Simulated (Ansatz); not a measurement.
Input, command and steps of an Ansatz relaxation.

```yaml
crystal:
  lattice:
    - [3.0662838527, 0.0, 0.0]
    - [-1.5331419263, 2.6554797117, 0.0]
    - [0.0, 0.0, 3.3706793751]
  atoms:
    - { symbol: Hf, position: [0.0, 0.0, 0.0] }
    - { symbol: B, position: [0.3333333333, 0.6666666667, 0.5] }
    - { symbol: B, position: [0.6666666667, 0.3333333333, 0.5] }
basis:
  ecutwfc: 420
kpoints:
  mp_grid: { grid: [18, 18, 12] }
hamiltonian:
  xc: pbesol
scf:
  occupations: { method: gaussian, width: 0.1 }
output:
  forces: true
  stress: true
  eigenvalues: true
relax:
  adjacent_minimum: "off"
  f_tol: 0.01
  max_steps: 30
  cell: { stress_tol: 0.1, fix: [volume] }
```

```bash
ansatz run input.yaml --threads 1 --pin off --max-ram 2560MiB --backend cpu --events-out ev --progress --plain --runs-dir out
```

All numbers below come from DFT PBEsol, scalar-relativistic, plane waves, PAW (Ansatz 0.2.0).

The volume is held at 0.94 times that of the relaxed cell.

Of 4 frames 3 are shown, positions in Å and forces in eV/Å; the SCF threshold varies from step to step. Steps run on the plane waves of an earlier cell, with a Pulay correction in the pressure. The basis is chosen afresh for the last frame, the zero of the energies, and at times for earlier ones too; energy and pressure step there, also at an unchanged geometry.

```xyz
3
Lattice="3.0663 0.0000 0.0000 -1.5331 2.6555 0.0000 0.0000 0.0000 3.3707" Properties=species:S:1:pos:R:3:forces:R:3 pbc="T T T" step=1 free_energy_over_end_meV_per_atom=0.04 pressure_GPa=18.19
Hf    0.0000    0.0000    0.0000    0.0000    0.0000    0.0000
B     0.0000    1.7703    1.6853    0.0000    0.0000    0.0000
B     1.5331    0.8852    1.6853    0.0000    0.0000    0.0000
3
Lattice="3.0692 0.0000 0.0000 -1.5346 2.6580 0.0000 0.0000 0.0000 3.3642" Properties=species:S:1:pos:R:3:forces:R:3 pbc="T T T" step=2 free_energy_over_end_meV_per_atom=0.01 pressure_GPa=18.13
Hf    0.0000    0.0000    0.0000    0.0000    0.0000    0.0000
B     0.0000    1.7720    1.6821    0.0000    0.0000    0.0000
B     1.5346    0.8860    1.6821    0.0000    0.0000    0.0000
3
Lattice="3.0686 0.0000 0.0000 -1.5343 2.6575 0.0000 0.0000 0.0000 3.3657" Properties=species:S:1:pos:R:3:forces:R:3 pbc="T T T" step=4 free_energy_over_end_meV_per_atom=0.00 pressure_GPa=18.14
Hf    0.0000    0.0000    0.0000    0.0000    0.0000    0.0000
B     0.0000    1.7716    1.6828    0.0000    0.0000    0.0000
B     1.5343    0.8858    1.6828    0.0000    0.0000    0.0000
```

The run took 73 s on 1 thread of Intel(R) Xeon(R) Processor @ 2.50GHz (Skylake/Cascade Lake), on a shared host, peak memory 0.45 GiB.

Spin–orbit coupling is left out, which can shift energies with elements as heavy as these.